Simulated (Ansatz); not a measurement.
Start of a relaxation of Al5N:

```
Al N
1.0
     0.00000    3.55058    3.55058
     3.55058    0.00000    3.55058
     3.55058    3.55058    0.00000
Al N
5 1
Direct
  0.25000 0.25000 0.25000
  0.62426 0.12721 0.62426
  0.62426 0.62426 0.12721
  0.62426 0.62426 0.62426
  0.12721 0.62426 0.62426
  0.00000 0.00000 0.00000
```

The calculation used DFT PBE, scalar-relativistic, plane waves, PAW in Ansatz 0.2.0. Cutoff 420 eV, Gaussian smearing, Γ-centred meshes. Cell and atoms relax first on a coarse mesh and then on a finer one. In between, the cell is made exact in the group found at 0.06 Å. In metals the finer mesh still leaves noise of several meV/atom or more. The steps can't lower the symmetry of their start. No spin polarisation in the relaxation; trial moments died out in a coarse test.

A guess keeps its type if space group and coordination stay and the shape of the cell changes little (axis ratios within about 15 %, angles within 6°); the volume may change.

Question: Does this structure survive the relaxation?

Answer: It keeps its type. The symmetry stays F-43m (No. 216). The volume per atom grows by 9.6 %, from 14.9 to 16.3 Å³. The shortest distance goes from 2.50 Å (Al–Al) to 2.58 Å (Al–Al). Counting neighbours within 15 % of an atom's shortest distance, the start has Al 6/16, N 16 and the end Al 6/16, N 16.

The last run used a 10×10×10 mesh for its 6-atom cell and Gaussian smearing of 0.10 eV. Symmetry constrained the relaxation, so the result can be a saddle point. Another cell of Al5N relaxed alike, in P1, lies 0.96 eV/atom lower, so this cell isn't the stable form at this level.

In counts of neighbours, a slash parts the counts of unlike sites.
